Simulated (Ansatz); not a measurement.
Cu$_{6}$Sn$_{5}$ in space group C2/c (No. 15; Pearson symbol mS44) at seven volumes, plane-wave PAW PBEsol (Ansatz code), shape and atoms relaxed at each. One row is withheld.

| V (Å³/atom) | P (GPa) |
|---|---|
| 15.807 | 11.62 |
| 16.328 | 7.02 |
| 16.850 | 3.20 |
| 17.371 | 0.00 |
| 17.892 | -2.66 |
| 18.413 | ? |
| 18.934 | -6.71 |

Fit the shown pressures and predict the withheld one.

P = (3/2)B₀(x^(7/2) − x^(5/2))[1 + (3/4)(B′ − 4)(x − 1)] with x = (V₀/V)^(2/3). Least squares on the six rows gives V₀ = 17.371 Å³/atom, B₀ = 96.9 GPa, B′ = 5.07. At V = 18.413, x = 0.9619 and P = -4.87 GPa. The run itself gave -4.88 GPa.

The workflow started from a Materials Project entry (that database holds measured and hypothetical structures alike); the Crystallography Open Database files this formula in space group No. 15, but the cells were not matched. Its standing as an ambient phase is unchecked. The PBEsol relaxation kept the symmetry of its start; whether a distortion lowers the energy is not shown. The run is not spin-polarised. Spin–orbit coupling is left out wherever it is not named.

Potentials: the later of the program's two PAW sets.
